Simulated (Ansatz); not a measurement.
AlH3:
```cif
data_H6Al2
_chemical_formula_sum 'Al2 H6'
_space_group_name_H-M_alt 'P 1'
_space_group_IT_number 1
_cell_length_a 4.68183
_cell_length_b 4.68183
_cell_length_c 4.68183
_cell_angle_alpha 56.502
_cell_angle_beta 56.502
_cell_angle_gamma 56.502
loop_
_space_group_symop_operation_xyz
  'x, y, z'
loop_
_atom_site_label
_atom_site_type_symbol
_atom_site_fract_x
_atom_site_fract_y
_atom_site_fract_z
_atom_site_occupancy
Al1 Al 0.50000 0.50000 0.50000 1
Al2 Al 0.00000 0.00000 0.00000 1
H1 H 0.37746 0.75000 0.12254 1
H2 H 0.62254 0.25000 0.87746 1
H3 H 0.12254 0.37746 0.75000 1
H4 H 0.87746 0.62254 0.25000 1
H5 H 0.75000 0.12254 0.37746 1
H6 H 0.25000 0.87746 0.62254 1
```

This is the r²SCAN-relaxed structure.

Task: All from r²SCAN (plane waves, PAW; program Ansatz), unless another level is named. Estimate the Hill bulk and shear moduli.

Result: 37.5 and 48.9 GPa.

Task: What about the zero-point energy?

Result: 174.0 meV/atom.

Task: Give the vibrational entropy at 300 K.

Result: 7.2 J/(K·mol of atoms).

Space group R-3c. The workflow started from a Materials Project entry (that database holds measured and hypothetical structures alike); the Crystallography Open Database files this formula in space group No. 167, but the cells were not matched. Its standing as an ambient phase is unchecked. Symmetry was held in the r²SCAN relaxation; phonons on a q-mesh show no instability.

Potentials: the later of the program's two PAW sets.
